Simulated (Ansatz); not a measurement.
LaGe₂Pd₂:
```
CELL_PARAMETERS angstrom
     -2.19510     2.19510     5.05163
      2.19510    -2.19510     5.05163
      2.19510     2.19510    -5.05163
ATOMIC_POSITIONS crystal
  La 0.00000 0.00000 0.00000
  Ge 0.62421 0.62421 0.00000
  Ge 0.37579 0.37579 0.00000
  Pd 0.25000 0.75000 0.50000
  Pd 0.75000 0.25000 0.50000
```

Relaxed with r²SCAN. Special points in fractions of this cell's reciprocal vectors: Γ (0.000, 0.000, 0.000); X (0.000, 0.000, 0.500); P (0.250, 0.250, 0.250); N (0.000, 0.500, 0.000); M (0.500, 0.500, -0.500); S (0.297, 0.703, -0.297); S0 (-0.297, 0.297, 0.297); R (-0.094, 0.094, 0.500); G (0.500, 0.500, -0.094).

List the band energies nearest the Fermi level at these points for r²SCAN (plane waves, PAW; program Ansatz).

In eV from the Fermi level; about four levels below and three above (degenerate sets whole), none deeper than 8.9 eV; points with the same levels are listed once.

```
k                    below           above
-  -----------------------  --------------
Γ  -1.47 -1.27 -1.27 -0.12  1.16 1.16 2.19
X  -1.18 -1.00 -0.80 -0.70  2.22 2.27 2.40
P  -1.12 -1.12 -0.74 -0.74  2.05 2.35 2.35
N  -3.09 -2.58 -1.65 -0.34  1.31 1.83 1.86
M  -2.29 -1.47 -0.90 -0.90  0.83 1.04 2.18
S  -2.98 -2.96 -2.90 -0.30  0.08 0.25 1.99
R  -1.01 -0.78 -0.74 -0.47  2.25 2.28 2.39
```

Space group I4/mmm. The first step of the workflow began from a Materials Project structure, measured or hypothetical; the Crystallography Open Database copy checked does not list it. Its standing as an ambient phase is unchecked. The cell was relaxed with r²SCAN under the symmetry of its start; its stability against distortions is not shown here. The run is not spin-polarised. Spin–orbit coupling is left out wherever it is not named.

Potentials: the later of the program's two PAW sets.
